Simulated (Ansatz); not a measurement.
SiGe:
Space group P6₃mc (No. 186); a = 3.9009 Å, b = 3.9009 Å, c = 6.4425 Å, α = 90.00°, β = 90.00°, γ = 120.00°

```csv
atom,site,symmetry,x,y,z
Si,2b,3m.,0.3333,0.6667,0.3746
Ge,2b,3m.,0.3333,0.6667,0.0004
```

Relaxed with PBEsol.

Q: Which orbitals make up the states near the band edges in plane-wave PAW PBEsol (Ansatz code)?

A: Top 1 eV of the valence band: Ge 4p 51 %, Si 3p 46 %. Bottom 1 eV of the conduction band: Si 3p 32 %, Ge 4p 23 %, Si 3s 18 %, Ge 4s 17 %, outside the projected shells 10 %. Projections are on Löwdin-orthogonalised atomic valence shells; empty p or d shells of many metals are not among them.

Q: Tabulate the density of states.

A: States/eV per cell of 4 atoms, in 0.25 eV bins, energy from the valence-band maximum.

```csv
E (eV),total,Ge 4p,Si 3p,Si 3s
-7.85,2.01,0.70,0.21,0.90
-7.60,1.45,0.48,0.21,0.56
-7.35,1.55,0.51,0.29,0.50
-7.10,1.32,0.43,0.27,0.39
-6.85,1.16,0.36,0.24,0.34
-6.60,1.17,0.36,0.25,0.33
-6.35,1.11,0.34,0.24,0.30
-6.10,0.84,0.26,0.19,0.22
-5.85,0.70,0.22,0.16,0.18
-5.60,0.63,0.19,0.15,0.15
-5.35,0.60,0.19,0.15,0.13
-5.10,0.64,0.24,0.21,0.09
-4.85,1.27,0.56,0.54,0.09
-4.60,1.74,0.78,0.76,0.10
-4.35,1.43,0.62,0.59,0.11
-4.10,1.76,0.78,0.76,0.11
-3.85,2.01,0.92,0.89,0.10
-3.60,1.98,0.91,0.89,0.09
-3.35,2.34,1.08,1.07,0.09
-3.10,2.37,1.12,1.10,0.07
-2.85,2.82,1.34,1.33,0.07
-2.60,2.99,1.42,1.41,0.07
-2.35,2.70,1.29,1.28,0.06
-2.10,3.62,1.76,1.74,0.05
-1.85,2.26,1.10,1.08,0.03
-1.60,1.81,0.89,0.86,0.02
-1.35,1.21,0.60,0.57,0.01
-1.10,0.84,0.42,0.39,0.01
-0.85,0.61,0.31,0.28,0.00
-0.60,0.38,0.20,0.18,0.00
-0.35,0.19,0.10,0.09,0.00
-0.10,0.05,0.03,0.02,0.00
0.15,0.00,0.00,0.00,0.00
0.40,0.16,0.04,0.05,0.03
0.65,0.91,0.20,0.27,0.18
0.90,1.36,0.31,0.43,0.25
1.15,1.90,0.46,0.62,0.32
1.40,2.53,0.64,0.85,0.38
1.65,2.31,0.61,0.80,0.30
1.90,1.96,0.50,0.69,0.25
2.15,2.50,0.65,0.90,0.30
2.40,2.74,0.77,1.02,0.27
2.65,2.32,0.78,0.82,0.21
2.90,3.82,1.33,1.31,0.34
3.15,2.57,0.84,0.91,0.20
3.40,3.19,1.06,1.22,0.18
3.65,2.44,0.80,0.91,0.14
3.90,1.94,0.62,0.70,0.13
4.15,2.83,0.92,0.96,0.18
4.40,2.97,0.97,0.98,0.20
4.65,2.28,0.74,0.74,0.14
4.90,1.89,0.59,0.59,0.12
5.15,1.88,0.53,0.53,0.11
```

Space group P6_3mc (wurtzite). The first step of the workflow began from a Materials Project structure, measured or hypothetical; the Crystallography Open Database copy checked does not list it. Its standing as an ambient phase is unchecked. The cell was relaxed with PBEsol under the symmetry of its start; of distortions, only those at the zone centre were tested. Scalar-relativistic: spin–orbit coupling is off unless named, which matters more the heavier the elements.

Potentials: the later of the program's two PAW sets.
